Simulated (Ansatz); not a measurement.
SbPd (CsCl type, Pm-3m), a = b = c = 3.391 Å, α = β = γ = 90.00°.

This is the r²SCAN-relaxed structure.

Problem. All from plane-wave PAW r²SCAN (Ansatz code), unless another level is named. Estimate the electronic character.

Solution. metallic (no gap).

Problem. Predict the formation energy from the elements (no fitted shifts).

Solution. -0.19 eV/atom.

Problem. And the density of states at the Fermi level?

Solution. 0.42 states/eV per atom (mean over ±0.08 eV).

Problem. Predict the gap with spin–orbit coupling.

Solution. none (metallic).

A made-up cell: these elements were put on the sites of a structure type; neither database checked (COD, Materials Project) lists it. COD files the formula under space group No. 194. Its standing as an ambient phase is unchecked. Symmetry was held in the r²SCAN relaxation; its stability against distortions is not shown here. The run is not spin-polarised. The references are the lowest solids computed at this level, not always the standard phases. Spin–orbit coupling is left out wherever it is not named.

Potentials: the earlier of the program's two PAW sets.
